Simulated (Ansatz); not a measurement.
Polymorphs of GaAs, each relaxed with plane-wave PAW r²SCAN (Ansatz code):

A: P6_222
a = 4.025 Å, b = 4.025 Å, c = 8.851 Å, α = 90.00°, β = 90.00°, γ = 120.00°

| atom | site | symmetry | x | y | z |
|---|---|---|---|---|---|
| Ga | 3d | 222 | 0.5000 | 0.0000 | 0.5000 |
| As | 3c | 222 | 0.5000 | 0.0000 | 0.0000 |

B: zinc blende (F-43m)
a = 5.6654 Å, b = 5.6654 Å, c = 5.6654 Å, α = 90.00°, β = 90.00°, γ = 90.00°

| atom | site | symmetry | x | y | z |
|---|---|---|---|---|---|
| Ga | 4a | -43m | 0.0000 | 0.0000 | 0.0000 |
| As | 4c | -43m | 0.2500 | 0.2500 | 0.2500 |

Task: Put the candidates in order of energy per atom at 0 K, lowest first, for r²SCAN.

Result: B (+0 meV/atom), A (+223 meV/atom)

Task: Give each one's gap.

Result: A no gap; B 0.97 eV.

Typed or built starts, not in the databases checked: A. Not the usual ambient phase: A. All cells were relaxed under the symmetry of their starts (and spin orders); stability against distortions was not tested throughout. Scalar-relativistic: spin–orbit coupling is off unless named, which matters more the heavier the elements.

Energies hold the estimated change up to a 700 eV cutoff; steps of a few meV lie near the error of the meshes.

Potentials: the earlier of the program's two PAW sets.
